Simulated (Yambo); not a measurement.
Optical response of KBH4

```
KBH4
1.0
    4.66337     0.00000     0.00000
    0.00000     4.67774     0.00000
   -0.00767     0.00000     6.54862
H B K
8 2 2
Direct
  0.53483   0.75000   0.14212
  0.46517   0.25000   0.85788
  0.74955   0.96359   0.35808
  0.25045   0.03641   0.64192
  0.25045   0.46359   0.64192
  0.74955   0.53641   0.35808
  0.96397   0.75000   0.14223
  0.03603   0.25000   0.85777
  0.25049   0.25000   0.74996
  0.74951   0.75000   0.25004
  0.75019   0.75000   0.75012
  0.24981   0.25000   0.24988
```

Yambo, RPA with local fields on LDA bands shifted by a G0W0 scissor of 3.34 eV; 4×4×2 mesh, 99 bands, 3 Ry local-field block, 0.2 eV broadening; field along x.

```tsv
E (eV)	Im ε	Re ε	Im ε, independent particles
0.0	0.00	2.03	0.00
0.5	0.00	2.03	0.00
1.0	0.00	2.04	0.00
1.5	0.00	2.04	0.00
2.0	0.00	2.05	0.01
2.5	0.01	2.07	0.01
3.0	0.01	2.09	0.01
3.5	0.01	2.11	0.01
4.0	0.01	2.13	0.01
4.5	0.01	2.17	0.02
5.0	0.02	2.20	0.02
5.5	0.02	2.25	0.03
6.0	0.03	2.31	0.03
6.5	0.03	2.38	0.04
7.0	0.04	2.47	0.05
7.5	0.05	2.59	0.07
8.0	0.08	2.75	0.11
8.5	0.13	2.99	0.17
9.0	0.28	3.41	0.41
9.5	1.07	3.77	1.53
10.0	1.50	3.59	2.16
10.5	2.30	3.03	3.06
11.0	2.23	2.21	2.86
11.5	2.65	1.76	3.22
12.0	1.74	1.40	2.26
12.5	1.71	1.95	2.85
13.0	2.68	1.84	3.95
13.5	2.39	0.64	2.26
14.0	1.98	0.40	1.81
14.5	1.52	0.41	1.45
15.0	1.13	0.43	1.13
15.5	1.26	0.68	1.32
16.0	1.21	0.64	1.32
16.5	0.94	0.39	0.88
17.0	0.67	0.60	0.82
17.5	0.64	0.91	1.04
18.0	0.74	0.94	1.05
18.5	0.96	1.06	0.82
19.0	1.10	0.99	0.64
19.5	0.96	0.58	0.50
20.0	0.83	0.67	0.83
```

Peak heights and small wiggles depend on the k mesh. Convergence of the RPA response with its 4×4×2 mesh was not tested. The scissor comes from a G0W0 run whose convergence isn't established. No excitonic effects at this level.

Geometry of the Materials Project entry, not relaxed at this level.

The structure is a Materials Project entry; no match was found in the copy of COD used, and its stability was not checked.
